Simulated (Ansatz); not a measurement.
Level of theory: DFT, PBEsol, scalar-relativistic, collinear spin; plane waves to 420 eV with PAW datasets (Ansatz 0.2.0), 8×8×8 k-mesh, Gaussian smearing of 0.05 eV; PAW files: Ansatz's generated set soft_2.

A compound EuX3 has these computed properties.

- Space group: Fm-3m (No. 225)
- Conventional cell: a = 6.574 Å, b = 6.574 Å, c = 6.574 Å, α = 90.00°, β = 90.00°, γ = 90.00°
- Volume: 17.76 Å³/atom
- Band gap: zero (metallic)
- Density of states at the Fermi level: about 2 states/(eV·atom)
- Magnetic state: ferromagnetic (the only order tried)
- Site spin moments: Eu 6.38 μB
- Spin moment of the cell: 6.55 μB
- f electrons (orthogonalised atomic orbitals): Eu 6.60
- Formation energy from the elements (0 K, uncorrected): -0.38 eV/atom
- Bulk modulus (Birch–Murnaghan): 159 GPa
- Pressure derivative B0′: 5.1

Sites: Eu on 4a, X on 4b, X on 8c.

**Question.** Which element is X?
A. Pt
B. Hg
C. Ir
D. Os

**Answer.** A. X is Pt, so the compound is EuPt3.

The structure was built from a prototype; whether the compound forms in it isn't claimed.

Without a U the 4f levels of Eu lie too near the Fermi level, so their share of the states there, and what hangs on it, is overstated. Spin–orbit coupling, which matters for such heavy elements, is left out. The run wasn't fully tested for a lower electronic state. Site moments are of spin, integrated over atomic spheres. No antiparallel order was tried.
